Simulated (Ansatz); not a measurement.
# Is this Ir3Ru2 structure a true minimum?

The cell was found from a structure generator's guess, not taken from experiment.

Computed with DFT PBE, scalar-relativistic, plane waves, PAW (Ansatz 0.2.0). Cutoff 420 eV; k points 18×18×2 on the computed 10-atom cell (Γ-centred); Gaussian smearing, width 0.10 eV; no spin polarisation.

The cell below (10 atoms, space group P-6m2 (No. 187)) is relaxed within its symmetry.

```xyz
10
Lattice="2.7389 0.0000 0.0000 -1.3695 2.3720 0.0000 0.0000 0.0000 21.8917" Properties=species:S:1:pos:R:3 pbc="T T T"
Ru    0.0000    1.5813   10.9459
Ru    1.3695    0.7907    0.0000
Ru    1.3695    0.7907    4.3601
Ru    1.3695    0.7907   17.5316
Ir    0.0000    1.5813    2.1773
Ir    0.0000    1.5813    6.5189
Ir    0.0000    1.5813   15.3728
Ir    0.0000    1.5813   19.7144
Ir    1.3695    0.7907    8.7859
Ir    1.3695    0.7907   13.1059
```

For the test it was strained at random (σ = 1.5 % a component), the atoms were moved at random (σ = 0.05 Å), and all was relaxed again on a coarse 12×12×1 mesh (in the run’s order of axes) with 0.20 eV smearing, with no symmetry imposed.

Spin–orbit coupling, which can matter for Ir, is left out.

Question: Does it come back?

Answer: It returns, within 1 meV/atom of the unmoved cell on that mesh and with the same symmetry when read at 0.1 Å. No instability shows in this cell; modes of other wave vectors, which need another repeat, aren't tested.
